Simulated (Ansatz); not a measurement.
LuSe, DFT, PBEsol, all-electron PAW with datasets made for the crystal, scalar-relativistic (Ansatz 0.2.0), run on 1 thread of Intel(R) Xeon(R) 6975P-C (Granite Rapids) on a shared host.

The cell is COD entry 1538176, as deposited and not checked against the literature; nothing was relaxed. The listed cell was then made from it by scaling, straining or moving an atom.

Command: `ansatz run input.yaml --threads 1 --pin off --max-ram 3072MiB --backend cpu --events-out ev --progress --plain --runs-dir out`

```yaml
crystal:
  lattice:
    - [0.02788, 2.80194, 2.80194]
    - [2.80194, 0.02788, 2.80194]
    - [2.80194, 2.80194, 0.02788]
  atoms:
    - { symbol: Lu, position: [0.0, 0.0, 0.0] }
    - { symbol: Se, position: [0.5, 0.5, 0.5] }
kpoints:
  mp_grid: { grid: [9, 9, 9] }
scf:
  occupations: { method: fermi_dirac, width: 0.02 }
hamiltonian:
  xc: pbesol
  pseudopotentials: { kind: all_electron, datasets: crystal }
output:
  forces: true
  stress: true
  eigenvalues: true
  efg: { contact_densities: true }
```

Question: How large is the problem that the program sets up?

Answer: 85 irreducible k-points, 609 plane waves at Γ, 27 bands.

Question: About how long does it take, and how much memory does it use?

Answer: 22 s of wall time for 14 SCF iterations, with a peak of 0.78 GiB. Times on shared machines scatter by tens of per cent.

Question: And the same cell and mesh by frozen-core PAW, asked for forces, stress, eigenvalues, efg, write_density, write_potential, elf, on the same hardware?

Answer: 6.6 s, peak memory 0.51 GiB.
